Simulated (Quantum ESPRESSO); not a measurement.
pw.x input (Quantum ESPRESSO 7.5; PBEsol, PseudoDojo standard norm-conserving files, scalar-relativistic):

```
&CONTROL
  calculation = 'scf'
  pseudo_dir = './pseudo'
  outdir = './out'
  tprnfor = .true.
  tstress = .true.
/
&SYSTEM
  ibrav = 0
  nat = 10
  ntyp = 3
  ecutwfc = 84.0
  ecutrho = 336.0
  occupations = 'smearing'
  smearing = 'fd'
  degauss = 0.002
  nbnd = 40
/
&ELECTRONS
  conv_thr = 1e-09
/
ATOMIC_SPECIES
Li 6.9400 Li.upf
O 15.9990 O.upf
Nb 92.9064 Nb.upf
CELL_PARAMETERS angstrom
  2.634720021000   1.521156313000   4.634367000000
 -2.634720021000   1.521156313000   4.634367000000
  0.000000000000  -3.042312627000   4.634367000000
ATOMIC_POSITIONS crystal
Li   0.750000000000   0.750000000000   0.750000000000
Li   0.250000000000   0.250000000000   0.250000000000
O   0.629635000000   0.870365000000   0.250000000000
O   0.370365000000   0.129635000000   0.750000000000
O   0.250000000000   0.629635000000   0.870365000000
O   0.750000000000   0.370365000000   0.129635000000
O   0.870365000000   0.250000000000   0.629635000000
O   0.129635000000   0.750000000000   0.370365000000
Nb   0.000000000000   0.000000000000   0.000000000000
Nb   0.500000000000   0.500000000000   0.500000000000
K_POINTS automatic
6 6 6 0 0 0
```

End of the output:

```

[...]
     the Fermi energy is     7.6717 ev
!    total energy              =    -476.36475305 Ry
     estimated scf accuracy    <          8.0E-10 Ry
     smearing contrib. (-TS)   =      -0.00000000 Ry
     internal energy E=F+TS    =    -476.36475305 Ry
     The total energy is F=E-TS. E is the sum of the following terms:
     one-electron contribution =    -151.40292098 Ry
     hartree contribution      =     106.69900621 Ry
     xc contribution           =    -107.65618123 Ry
     ewald contribution        =    -324.00465705 Ry
     convergence has been achieved in  14 iterations
     Forces acting on atoms (cartesian axes, Ry/au):
     atom    1 type  1   force =     0.00000000    0.00000000    0.00000000
     atom    2 type  1   force =     0.00000000    0.00000000    0.00000000
     atom    3 type  2   force =     0.01477077    0.00000000    0.00000000
     atom    4 type  2   force =    -0.01477077    0.00000000    0.00000000
     atom    5 type  2   force =    -0.00738539    0.01279186    0.00000000
     atom    6 type  2   force =     0.00738539   -0.01279186   -0.00000000
     atom    7 type  2   force =    -0.00738539   -0.01279186   -0.00000000
     atom    8 type  2   force =     0.00738539    0.01279186    0.00000000
     atom    9 type  3   force =     0.00000000    0.00000000   -0.00000000
     atom   10 type  3   force =    -0.00000000    0.00000000   -0.00000000
     Total force =     0.036181     Total SCF correction =     0.000012
     Computing stress (Cartesian axis) and pressure
          total   stress  (Ry/bohr**3)                   (kbar)     P=     -104.78
  -0.00072006  -0.00000000  -0.00000000         -105.92       -0.00       -0.00
  -0.00000000  -0.00072006  -0.00000000           -0.00     -105.92       -0.00
   0.00000000  -0.00000000  -0.00069679            0.00       -0.00     -102.50
```
In a gapped system the printed Fermi energy is only some level inside the gap.

Spin-orbit coupling is not included.

Geometry of the Materials Project entry, not relaxed at this level.
